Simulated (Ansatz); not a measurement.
InGaP$_{2}$ in space group R3m (No. 160; In on 3a, Ga on 3a, P on 3a, P on 3a), r²SCAN in the plane-wave PAW code Ansatz, all energies at zero smearing, with the estimated change up to a 700 eV cutoff added, with one set of potentials and settings (totals compare only within such a set). Cell of 4 atoms (1 In, 1 Ga, 2 P): -10922.058 eV.

```json
[
 {"element": "In", "reference phase": "I4/mmm, 1 atoms in the cell", "E (eV/atom)": "-5611.8204"},
 {"element": "Ga", "reference phase": "Cmce, 4 atoms in the cell", "E (eV/atom)": "-3790.2689"},
 {"element": "P", "reference phase": "Cmce, 4 atoms in the cell", "E (eV/atom)": "-759.1646"}
]
```

Formation energy per atom, worked out: (-10922.058 − 1×(-5611.8204) − 1×(-3790.2689) − 2×(-759.1646))/4 = -0.410 eV/atom (-40 kJ per mol of atoms), at 0 K, without zero-point energy or fitted corrections.

The first step of the workflow began from a Materials Project structure, measured or hypothetical; the Crystallography Open Database copy checked does not list it. With In and Ga taken as one species the cell has the higher symmetry F-43m, so it may be an ordered model of a mixed-site phase. Its standing as an ambient phase is unchecked. The r²SCAN relaxation kept the symmetry of its start; of distortions, only those at the zone centre were tested. The references are the lowest solids computed at this level, not always the standard phases. Scalar-relativistic: spin–orbit coupling is off unless named, which matters more the heavier the elements.

Potentials: the later of the program's two PAW sets.
